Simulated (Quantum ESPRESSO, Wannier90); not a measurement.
**Wannier functions of BaAlSiH (P3m1)**

Structure: Materials Project mp-571093, symmetrised, not relaxed again. Not found in the COD (Crystallography Open Database) copy used; not checked further. Method: PBEsol plane waves in Quantum ESPRESSO 7.5 (PseudoDojo norm-conserving files, 58 Ry, no spin polarisation, no spin-orbit coupling), Bloch states on a 12×12×6 mesh through Γ, Wannier90 4.0.1. Density: 12×12×6 mesh, Gaussian smearing 0.01 Ry. Spin-orbit coupling is left out although heavy elements are present.

```
begin unit_cell_cart
ang
    4.3342298762    0.0000000000    0.0000000000
   -2.1671149381    3.7535531787    0.0000000000
    0.0000000000    0.0000000000    5.2625500000
end unit_cell_cart
mp_grid = 12 12 6
```

Neighbour vectors b of the finite-difference formula (Å⁻¹), by shell:

```csv
shell,b_x,b_y,b_z
1,0.00000,0.13949,0.00000
1,0.12080,0.06975,0.00000
1,0.00000,-0.13949,0.00000
1,0.12080,-0.06975,0.00000
1,-0.12080,-0.06975,0.00000
1,-0.12080,0.06975,0.00000
2,0.00000,0.00000,0.19899
2,0.00000,0.00000,-0.19899
```

Problem. Find the weights w_b from the completeness condition Σ_b w_b b_α b_β = δ_αβ.

Solution. Shell 1: Σ b_x² = 0.058, Σ b_y² = 0.058, Σ b_z² = 0.000 Å⁻²
Shell 2: Σ b_x² = 0.000, Σ b_y² = 0.000, Σ b_z² = 0.079 Å⁻²
Each of the three diagonal sums, weighted, has to give 1 and the off-diagonal ones 0, which holds for w_1 = 17.1 Å², w_2 = 12.6 Å². Check on xx: 17.13×0.058 + 12.63×0.000 = 0.99.

On this mesh the 5 functions of bands 5-9 (valence bands; start: atomic waves H 1s, Si 3p, Si 3s, conv_tol = 1.0e-6) end with spreads 5.1096, 3.3665, 3.3616, 3.3616, 2.4509 Å², Ω_I = 15.7886 Å² and Ω_D = 0.1132 Å².

Ω_total is the sum of the spreads, 17.650 Å². Ω_OD = Ω_total − Ω_I − Ω_D = 1.748 Å². Only (Ω_D + Ω_OD)/Ω_total = 10.5 % depends on the gauge, and another start could lower the total by that share at most. The rms radius is √(Ω_total/5) = 1.88 Å.
